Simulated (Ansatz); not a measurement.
## H$_{4}$BrN squeezed and stretched

A database entry relaxed whole under r2SCAN (P4/nmm):

```
CELL_PARAMETERS angstrom
5.73295 0.00000 0.00000
0.00000 5.73295 0.00000
0.00000 0.00000 4.09999
ATOMIC_POSITIONS crystal
H 0.00000 0.14728 0.14501
H 0.35272 0.50000 0.14501
H 0.00000 0.85272 0.14501
H 0.64728 0.50000 0.14501
H 0.50000 0.35272 0.85499
H 0.85272 0.00000 0.85499
H 0.50000 0.64728 0.85499
H 0.14728 0.00000 0.85499
Br 0.00000 0.50000 0.46016
Br 0.50000 0.00000 0.53984
N 0.00000 0.00000 0.00000
N 0.50000 0.50000 0.00000
```

The cell was scaled uniformly, its shape held, and the atoms relaxed at each volume with plane-wave PAW DFT (Ansatz 0.2.0; r2SCAN, 500 eV, 6×6×8 Γ-centred mesh, fermi-dirac occupations of width 0.020 eV; no spin, no spin-orbit coupling). One row is withheld.

```
volume (Å³/atom)  energy over the lowest (meV/atom)  pressure (GPa)  gap over mesh and path (eV)
          10.556                                2.1            1.12                        5.062
          10.780                                0.9            0.68                        4.993
          11.005                                0.2            0.31                        4.931
          11.229                                0.0           -0.01                        4.877
          11.454                                0.2           -0.28                        4.829
          11.679                                  ?               ?                            ?
          11.903                                1.6           -0.70                        4.746
```

Task: Fit the pressures of the other rows to the third-order Birch-Murnaghan form.

Result: With f = [(V₀/V)^(2/3) − 1]/2 and P = 3B₀f(1 + 2f)^(5/2)[1 + 3(B₀′ − 4)f/2], least squares gives V₀ = 11.22 Å³ an atom, B₀ = 14.7 GPa and B₀′ = 7.2; the rows miss the fit by less than 0.01 GPa. The slope of the energies differs from these pressures by less than 0.05 GPa.

Task: How does the gap move with volume?

Result: A parabola in ln(V/V₀) through the other rows has the slope dE_g/d ln V = -2.6 eV at V₀, so by B₀ the gap moves by +177 meV a GPa at this fixed shape: it widens under pressure.

Task: What does the withheld row hold?

Result: The fit gives -0.51 GPa at 11.679 Å³; the run gave -0.51 GPa and 0.8 meV an atom. Its gap is 4.785 eV, against 4.784 eV from the parabola.

Caveats: the shape of the cell was held, so B₀ is an upper bound where the axes differ in stiffness; 0 K, fixed nuclei; the symmetry was kept, and this need not be the phase that is stable at 0 K; one mesh for all volumes; the slope of the gap can be off by tens of per cent, more where shallow d levels or spin-orbit coupling act on the edges; no spin-orbit coupling, which narrows gaps of heavier elements; no dispersion correction, so weakly bound layers stand too far apart; pressure is positive in compression.
